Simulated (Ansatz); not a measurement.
The elements of this relaxed trial crystal are hidden behind letters.

```
lattice vectors (Å)
  -1.9475    1.9475    8.2572
   1.9475   -1.9475    8.2572
   1.9475    1.9475   -8.2572
fractional positions
X 0.8333 0.8333 0.0000
X 0.1667 0.1667 0.0000
Z 0.5000 0.5000 0.0000
Q 0.5837 0.0837 0.5000
Q 0.2500 0.7500 0.5000
Q 0.9163 0.4163 0.5000
```

Level of theory: Ansatz 0.2.0, DFT PBE, scalar-relativistic, plane waves, PAW. Plane waves to 420 eV, a 10×10×10 mesh through Γ for the 6-atom cell and 0.02 eV Gaussian smearing; no spin polarisation.

```
Space group                                 : I-4m2 (No. 119)
Conventional cell                           : a = 3.895 Å, c = 16.514 Å
Volume per atom                             : 20.88 Å³
Density                                     : 2.87 g/cm³
Energy over the elements                    : −0.564 eV/atom
Gap on the 10×10×10 mesh of the 6-atom cell : 1.64 eV
```

Energies are uncorrected and count from the elements' standard states at the same level.

Task: X is a p-block element of period 3, Z is a p-block element of period 4 and Q is a p-block element of period 3. Which elements are they?

Result: X = Al, Z = Ga, Q = P, so the formula is Al2GaP3. Density times volume gives a mean mass of 2.87 × 20.88/1.6605 = 36.1 u per atom, and this set has 36.1 u. Al is surrounded by 4 P at 2.38 Å; Ga is surrounded by 4 P at 2.39 Å; around P on a site of symmetry 2mm lie 2 Al at 2.38 Å and 2 Ga at 2.39 Å; 1 more site not described. Other sets within the hints have nearly the same mass, so mass alone doesn't settle it; this one was computed.

Kohn–Sham gaps at this level usually fall short of measured ones. A later test with randomly moved atoms came back to the same energy, though modes that don't fit the test's cell weren't probed.
